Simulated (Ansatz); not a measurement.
K (bcc (W type)) was relaxed and computed twice in Ansatz (plane waves, PAW), once with PBE+D3(BJ) and once with PBEsol.

```
                                         run 1                                                                      run 2
----  ----------------------------------------  -------------------------------------------------------------------------
cell  a = b = c = 5.2127 Å, α = β = γ = 90.00°  a = 5.161 Å, b = 5.161 Å, c = 5.161 Å, α = 90.00°, β = 90.00°, γ = 90.00°
```

Task: Which run used which functional?

Result: Run 1 is PBEsol, run 2 is PBE+D3(BJ).

All cells were relaxed under the symmetry of their starts (and spin orders); stability against distortions was not tested throughout.

Potentials: the earlier of the program's two PAW sets. The files were generated under PBE; for other functionals the program regenerates the frozen cores, and for LDA and PBEsol the local potential too.

Ansatz (a program for electronic structure) is a plane-wave DFT program.
